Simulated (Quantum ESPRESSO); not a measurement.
AlSiGeSN$_{3}$ (made-up cell, one site empty), Zn$_{3}$Se$_{2}$ClF (made-up cell, one site empty) (calculated)

Calculation on a made-up crystal cell, not a measurement, with one named mistake planted (healthy values lack it): periodic Kohn-Sham density functional theory in plane waves with PseudoDojo standard norm-conserving scalar-relativistic pseudopotentials, each functional with its own files (v0.5 for PBE, v0.4.1 for LDA and PBEsol), no spin polarisation, no spin-orbit coupling, atoms not relaxed, stress positive in tension, energies less a fixed whole-eV offset for each atom's element; levels are Kohn-Sham levels at fractions of this cell's reciprocal vectors, counted from the reference band (half the neutral cell's valence electrons, rounded up) at Gamma; error bars cover cutoff and k-mesh only, not smearing or the files; each bar is the largest change over components, and at least 0.002 eV, 0.002 eV per angstrom or 0.02 GPa; a charged cell sits in a uniform background, with energy and stress on this program's zero of potential; energies are for the whole cell, and the offsets were chosen from early runs and are not element reference energies; a distance is the largest change of any value in units of its error bar (the energy's for the smearing term), a scale change is of lengths, and a coarse mesh keeps the half-step shift; machines and their load varied, so run times do not measure scaling. Program: Quantum ESPRESSO 7.5.

Common to all runs: lattice type zincblende/diamond; intended functional pbe; intended fermi dirac smearing 0.025 eV; intended scf tolerance 1e-07 eV; intended electrons removed 0; healthy smearing term minus ts 0 eV; intended k mesh 4 x 4 x 4, shifted by half a step; structure shown as intended, without the mistake.

```json
{"entry": 1, "formula": "AlSiGeSN3", "kind": "made-up cell, one site empty", "intended_structure": {"cell_angstrom": [[4.4927, 0.0332, -0.0198], [0.0332, 4.513, 0.0529], [-0.0198, 0.0529, 4.6011]], "atoms_fractional": [["Al", 0.01355, 0.00041, -0.0001], ["Ge", -0.0091, 0.49402, 0.49544], ["Si", 0.50178, 0.0074, 0.509], ["S", 0.25772, 0.26591, 0.25088], ["N", 0.26251, 0.73165, 0.7453], ["N", 0.74409, 0.24864, 0.73849], ["N", 0.74612, 0.74788, 0.23934]]}, "given": {"empty_site": 4, "intended_cutoff [eV]": 1143, "healthy_free_energy_less_offsets [eV]": 5.553, "healthy_scf_iterations": 12, "healthy_pressure [GPa]": 2.56, "healthy_stress_xx [GPa]": -1.46, "healthy_stress_yy [GPa]": -0.15, "healthy_stress_zz [GPa]": -6.08, "healthy_stress_yz [GPa]": -6.65, "healthy_stress_xz [GPa]": -5.12, "healthy_stress_xy [GPa]": 12.65, "healthy_reference_band": 21, "fault_kind": "wrong charge", "fault_electrons_removed": -1, "faulty_run_command": "mpirun -np 4 pw.x -nk 4 -in in", "faulty_run_processor": "AMD EPYC, older, virtual cores", "atom_site": [1, 2, 3, 5, 6, 7, 8], "atom_energy_offset [eV]": [-64, -2430, -115, -302, -283, -283, -283], "healthy_force_site": [1, 2, 3, 5, 6, 7, 8], "healthy_force_x [eV/angstrom]": [-4.218, -5.384, 4.442, 5.046, -0.179, 0.159, 0.133], "healthy_force_y [eV/angstrom]": [-4.617, 5.787, -5.509, 1.761, 2.44, -1.792, 1.931], "healthy_force_z [eV/angstrom]": [-4.16, 5.344, 4.223, -4.724, -1.288, -1.1, 1.705], "healthy_level_k_point": ["Gamma", "(1/2,1/2,1/2)", "(0.15,0,0)", "(0,0.15,0)", "(0,0,0.15)"], "healthy_next_band_up [eV]": [0.901, 1.672, 1.293, 1.38, 1.195]}, "results": {"faulty_free_energy_less_offsets [eV]": 15.47, "faulty_scf_iterations": 12, "faulty_smearing_term_minus_ts [eV]": -0.00427, "faulty_pressure [GPa]": 27.31, "faulty_stress_xx [GPa]": -27.02, "faulty_stress_yy [GPa]": -26.81, "faulty_stress_zz [GPa]": -28.11, "faulty_stress_yz [GPa]": -7.009, "faulty_stress_xz [GPa]": -5.447, "faulty_stress_xy [GPa]": 12.07, "faulty_force_site": [1, 2, 3, 5, 6, 7, 8], "faulty_force_x [eV/angstrom]": [-3.576, -4.736, 3.597, 4.762, -0.1999, 0.1419, 0.01157], "faulty_force_y [eV/angstrom]": [-4.064, 5.099, -4.68, 1.075, 2.518, -2.014, 2.066], "faulty_force_z [eV/angstrom]": [-3.749, 4.79, 3.539, -4.572, -0.9561, -0.6299, 1.577], "faulty_reference_band": 21, "faulty_level_k_point": ["Gamma", "(1/2,1/2,1/2)", "(0.15,0,0)", "(0,0.15,0)", "(0,0,0.15)"], "faulty_next_band_up [eV]": [0.9629, 1.777, 1.358, 1.45, 1.265], "other_mistakes_compared": 7, "distance_from_healthy [error bars]": 3569.0, "distance_from_nearest_other_mistake [error bars]": 1688.0, "healthy_error_bar_energy [eV]": 0.00278, "healthy_error_bar_stress [GPa]": 0.02, "healthy_error_bar_force [eV/angstrom]": 0.002217, "healthy_error_bar_next_band_up [eV]": 0.002, "faulty_wall_time_of_scf_and_band_steps_on_a_shared_machine [s]": 32.9}}
{"entry": 2, "formula": "Zn3Se2ClF", "kind": "made-up cell, one site empty", "intended_structure": {"cell_angstrom": [[5.1788, 0.0, 0.0], [0.0, 5.1788, 0.0], [0.0, 0.0, 5.1788]], "atoms_fractional": [["Zn", -0.01491, 0.49392, 0.49156], ["Zn", 0.50247, 0.00039, 0.50517], ["Zn", 0.49844, 0.51371, 0.00541], ["Se", 0.23803, 0.25884, 0.24289], ["Cl", 0.25402, 0.74679, 0.76014], ["Se", 0.75168, 0.2466, 0.74409], ["F", 0.74062, 0.74689, 0.25537]]}, "given": {"empty_site": 1, "intended_cutoff [eV]": 1170, "healthy_free_energy_less_offsets [eV]": 3.756, "healthy_scf_iterations": 10, "healthy_pressure [GPa]": 12.26, "healthy_stress_xx [GPa]": -13.6, "healthy_stress_yy [GPa]": -9.62, "healthy_stress_zz [GPa]": -13.56, "healthy_stress_yz [GPa]": 1.8, "healthy_stress_xz [GPa]": 1.87, "healthy_stress_xy [GPa]": -2.33, "healthy_reference_band": 53, "fault_kind": "coarse kmesh", "fault_k_points_along_each_vector": 1, "faulty_run_command": "pw.x -nk 1 -in in", "faulty_run_processor": "AMD EPYC, Zen 5 class, virtual cores", "atom_site": [2, 3, 4, 5, 6, 7, 8], "atom_energy_offset [eV]": [-5687, -5687, -5687, -3300, -449, -3300, -677], "healthy_force_site": [2, 3, 4, 5, 6, 7, 8], "healthy_force_x [eV/angstrom]": [-0.389, -0.346, 1.423, -0.157, -1.097, 0.978, -0.412], "healthy_force_y [eV/angstrom]": [1.432, -0.473, -0.255, -1.527, 1.218, -0.28, -0.116], "healthy_force_z [eV/angstrom]": [-0.565, -1.477, 0.726, -1.223, -0.315, 2.482, 0.373], "healthy_level_k_point": ["Gamma", "(1/2,1/2,1/2)", "(0.15,0,0)", "(0,0.15,0)", "(0,0,0.15)"], "healthy_next_band_up [eV]": [0.943, 1.499, 1.282, 1.425, 1.28]}, "results": {"faulty_free_energy_less_offsets [eV]": 7.212, "faulty_scf_iterations": 10, "faulty_smearing_term_minus_ts [eV]": 0.0, "faulty_pressure [GPa]": 18.78, "faulty_stress_xx [GPa]": -21.07, "faulty_stress_yy [GPa]": -13.92, "faulty_stress_zz [GPa]": -21.35, "faulty_stress_yz [GPa]": 1.811, "faulty_stress_xz [GPa]": 1.995, "faulty_stress_xy [GPa]": -2.321, "faulty_force_site": [2, 3, 4, 5, 6, 7, 8], "faulty_force_x [eV/angstrom]": [-0.4994, -0.2431, 1.414, 0.06489, -0.9205, 0.671, -0.4867], "faulty_force_y [eV/angstrom]": [1.418, -0.4937, -0.1618, -1.032, 1.133, -0.6807, -0.183], "faulty_force_z [eV/angstrom]": [-0.7099, -1.499, 0.8109, -0.96, 0.1099, 1.929, 0.3187], "faulty_reference_band": 53, "faulty_level_k_point": ["Gamma", "(1/2,1/2,1/2)", "(0.15,0,0)", "(0,0.15,0)", "(0,0,0.15)"], "faulty_next_band_up [eV]": [0.7853, 1.34, 1.134, 1.283, 1.132], "other_mistakes_compared": 7, "distance_from_healthy [error bars]": 1370.0, "distance_from_nearest_other_mistake [error bars]": 1258.0, "healthy_error_bar_energy [eV]": 0.002523, "healthy_error_bar_stress [GPa]": 0.02, "healthy_error_bar_force [eV/angstrom]": 0.002, "healthy_error_bar_next_band_up [eV]": 0.002, "faulty_wall_time_of_scf_and_band_steps_on_a_shared_machine [s]": 43.9}}
{"entry": 3, "formula": "Zn3Se2ClF", "kind": "made-up cell, one site empty", "intended_structure": {"cell_angstrom": [[5.1788, 0.0, 0.0], [0.0, 5.1788, 0.0], [0.0, 0.0, 5.1788]], "atoms_fractional": [["Zn", -0.01491, 0.49392, 0.49156], ["Zn", 0.50247, 0.00039, 0.50517], ["Zn", 0.49844, 0.51371, 0.00541], ["Se", 0.23803, 0.25884, 0.24289], ["Cl", 0.25402, 0.74679, 0.76014], ["Se", 0.75168, 0.2466, 0.74409], ["F", 0.74062, 0.74689, 0.25537]]}, "given": {"empty_site": 1, "intended_cutoff [eV]": 1170, "healthy_free_energy_less_offsets [eV]": 3.756, "healthy_scf_iterations": 10, "healthy_pressure [GPa]": 12.26, "healthy_stress_xx [GPa]": -13.6, "healthy_stress_yy [GPa]": -9.62, "healthy_stress_zz [GPa]": -13.56, "healthy_stress_yz [GPa]": 1.8, "healthy_stress_xz [GPa]": 1.87, "healthy_stress_xy [GPa]": -2.33, "healthy_reference_band": 53, "fault_kind": "low cutoff", "fault_cutoff [eV]": 815, "faulty_run_command": "pw.x -nk 1 -in in", "faulty_run_processor": "AMD EPYC, Zen 5 class, virtual cores", "atom_site": [2, 3, 4, 5, 6, 7, 8], "atom_energy_offset [eV]": [-5687, -5687, -5687, -3300, -449, -3300, -677], "healthy_force_site": [2, 3, 4, 5, 6, 7, 8], "healthy_force_x [eV/angstrom]": [-0.389, -0.346, 1.423, -0.157, -1.097, 0.978, -0.412], "healthy_force_y [eV/angstrom]": [1.432, -0.473, -0.255, -1.527, 1.218, -0.28, -0.116], "healthy_force_z [eV/angstrom]": [-0.565, -1.477, 0.726, -1.223, -0.315, 2.482, 0.373], "healthy_level_k_point": ["Gamma", "(1/2,1/2,1/2)", "(0.15,0,0)", "(0,0.15,0)", "(0,0,0.15)"], "healthy_next_band_up [eV]": [0.943, 1.499, 1.282, 1.425, 1.28]}, "results": {"faulty_free_energy_less_offsets [eV]": 9.601, "faulty_scf_iterations": 10, "faulty_smearing_term_minus_ts [eV]": 0.0, "faulty_pressure [GPa]": -53.57, "faulty_stress_xx [GPa]": 52.25, "faulty_stress_yy [GPa]": 56.16, "faulty_stress_zz [GPa]": 52.29, "faulty_stress_yz [GPa]": 1.766, "faulty_stress_xz [GPa]": 1.928, "faulty_stress_xy [GPa]": -2.378, "faulty_force_site": [2, 3, 4, 5, 6, 7, 8], "faulty_force_x [eV/angstrom]": [-0.3895, -0.3339, 1.416, -0.1461, -1.094, 0.9695, -0.4216], "faulty_force_y [eV/angstrom]": [1.412, -0.4556, -0.2741, -1.497, 1.22, -0.2734, -0.1324], "faulty_force_z [eV/angstrom]": [-0.5797, -1.47, 0.7507, -1.224, -0.3136, 2.462, 0.3746], "faulty_reference_band": 53, "faulty_level_k_point": ["Gamma", "(1/2,1/2,1/2)", "(0.15,0,0)", "(0,0.15,0)", "(0,0,0.15)"], "faulty_next_band_up [eV]": [0.9437, 1.499, 1.284, 1.426, 1.282], "other_mistakes_compared": 7, "distance_from_healthy [error bars]": 3293.0, "distance_from_nearest_other_mistake [error bars]": 3041.0, "healthy_error_bar_energy [eV]": 0.002523, "healthy_error_bar_stress [GPa]": 0.02, "healthy_error_bar_force [eV/angstrom]": 0.002, "healthy_error_bar_next_band_up [eV]": 0.002, "faulty_wall_time_of_scf_and_band_steps_on_a_shared_machine [s]": 243.0}}
```
